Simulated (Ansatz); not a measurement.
## GdRe in the CsCl-type structure

The computed numbers are results of PBE+U (U_eff = 6 eV on Gd 4f), scalar-relativistic (collinear spin) in the plane-wave PAW code Ansatz at 420 eV, Γ-centred 8×8×8 mesh, 0.05 eV Gaussian smearing. The datasets are Ansatz's generated set soft_2.

```cif
data_structure
_symmetry_space_group_name_H-M 'P 1'
_symmetry_Int_Tables_number 1
_cell_length_a 3.4754
_cell_length_b 3.4754
_cell_length_c 3.4754
_cell_angle_alpha 90.000
_cell_angle_beta 90.000
_cell_angle_gamma 90.000
_cell_volume 41.98
loop_
_atom_site_label
_atom_site_type_symbol
_atom_site_fract_x
_atom_site_fract_y
_atom_site_fract_z
_atom_site_occupancy
Gd1 Gd 0.00000 0.00000 0.00000 1
Re1 Re 0.50000 0.50000 0.50000 1
```

This is a trial structure made by placing the elements on a prototype's sites, so it needn't be the stable form.

The geometry is fixed. Moments are started on Gd in several ways. q is the propagation vector of an order in a doubled cell, in units of this cell's reciprocal vectors; doubled cells take an equivalent mesh or are counted from a ferromagnetic run in the same cell, unless said otherwise. Energies count from the first row, the state in which the cell was relaxed.

The starts:
- ferromagnetic
- no spin polarisation
- antiparallel, q = (0, 0, 1/2)
- antiparallel, q = (0, 1/2, 1/2)
- antiparallel, q = (1/2, 1/2, 1/2)

(1) Which start ends lowest?

Answer:

(1) Lowest, alike within 0.5 meV/atom: ferromagnetic; antiparallel, q = (1/2, 1/2, 1/2).

| start | largest typed moment (μB) | ΔE (meV/atom) | gap on the mesh (eV) | P (GPa) | final spin moments (μB) |
| --- | --- | --- | --- | --- | --- |
| ferromagnetic | 7.80* | 0.0 | metal | -0.1 | Gd 7.09; Re -0.19 |
| no spin polarisation | 0.00 | 4640.9 | metal | -1.5 | none |
| antiparallel, q = (0, 0, 1/2) | 7.00* | 3.7 | metal | -0.2 | Gd 7.08, -7.08 |
| antiparallel, q = (0, 1/2, 1/2) | 7.00* | 6.8 | metal | 0.0 | Gd 7.05, -7.07; Re -0.22 |
| antiparallel, q = (1/2, 1/2, 1/2) | 7.00* | -0.3 | metal | -0.1 | Gd 7.10, -7.10 |

A star marks runs that didn't start from the typed moments alone: they went on from the state of an earlier run.

These starts ended with a net moment, so they aren't compensated antiferromagnets: antiparallel, q = (0, 1/2, 1/2).

The program noted a lower state or an instability beside: antiparallel, q = (0, 1/2, 1/2). The lower rows of the table may be what it saw.

The program marks the state without spin polarisation as possibly unstable.

The row without spin polarisation prices the pairing of the open shell's electrons, in one of several fillings that the shell can take under U, not a magnetic ordering energy.

Only orders that fit these small cells were tried, so the real crystal's order may be another.

These numbers lack spin–orbit coupling. Site moments are of spin, integrated over atomic spheres.
